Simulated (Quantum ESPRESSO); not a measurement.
GaMg2O3Cl, convergence and cost over cutoff and k mesh

Computed values, not a measurement. The program is pw.x of Quantum ESPRESSO 7.5 (plane-wave density functional theory). The cell is made up: 7 atoms on a zincblende/diamond lattice with one site empty, with randomly drawn elements, strain and displacements, not relaxed. PseudoDojo standard norm-conserving files (v0.5 for PBE, v0.4.1 for LDA and PBEsol) set the functional; there is no spin polarisation, spin-orbit coupling or dispersion term, and the masses in the input are unused placeholders.

Input of the run in row 4:

```
&control calculation='scf', pseudo_dir='./dojo.nc.sr.pbe.v0_5.standard.upf', outdir='./o', disk_io='medium', tprnfor=.true., tstress=.true. /
&system ibrav=0, nat=7, ntyp=4, nbnd=35, ecutwfc=84.00895049, nosym=.true., tot_charge=0,
 occupations='smearing', smearing='fd', degauss=0.0018374661
/
&electrons conv_thr=7.350e-09, electron_maxstep=60, /
ATOMIC_SPECIES
Cl 1.0 Cl.upf
Ga 1.0 Ga.upf
Mg 1.0 Mg.upf
O 1.0 O.upf
CELL_PARAMETERS angstrom
4.6996 -0.0051 -0.0398
-0.0051 4.7491 0.0499
-0.0398 0.0499 4.8683
ATOMIC_POSITIONS angstrom
Ga -0.0479 0.0706 0.0106
Mg -0.0448 2.5369 2.3693
Mg 2.2828 2.2547 -0.0344
O 1.307 1.1233 1.1404
O 1.0207 3.5049 3.5342
O 3.4104 1.0836 3.6036
Cl 3.448 3.6303 1.1916
K_POINTS automatic
4 4 4 1 1 1
```

The same cell was run at these settings. Meshes are shifted by half a step, and differences are from the last row, which is itself not exact.

| cutoff (eV) | k mesh | k points solved | threshold (eV) | free energy less the last row's (eV) | pressure (GPa) | largest stress difference (GPa) | largest force difference (eV/Å) | iterations | wall time (s) | k-point pools | processor |
| --- | --- | --- | --- | --- | --- | --- | --- | --- | --- | --- | --- |
| 800 | 2 x 2 x 2 | 4 | 1e-04 | 2.719 | -30.88 | 33.66 | 0.058 | 9 | 20 | 1 | AMD EPYC, Zen 5 class |
| 1143 | 2 x 2 x 2 | 4 | 1e-07 | 0.036 | 2.52 | 0.07 | 0.015 | 12 | 46 | 1 | AMD EPYC, Zen 5 class |
| 709 | 4 x 4 x 4 | 32 | 1e-07 | 10.309 | -95.53 | 98.11 | 0.073 | 11 | 112 | 1 | AMD EPYC, Zen 5 class |
| 1143 | 4 x 4 x 4 | 32 | 1e-07 | 0.002 | 2.42 | 0.03 | 0.003 | 13 | 211 | 1 | AMD EPYC, Zen 5 class |
| 1437 | 6 x 6 x 6 | 108 | 1e-07 | 0.000 | 2.44 | 0.00 | 0.000 | 13 | 1088 | 1 | AMD EPYC, Zen 5 class |

Each pool is one process. Wall times include start-up and a band step at six k points, which weighs most on the coarsest meshes. The runs were on shared virtual cores whose load varied, so times are rough.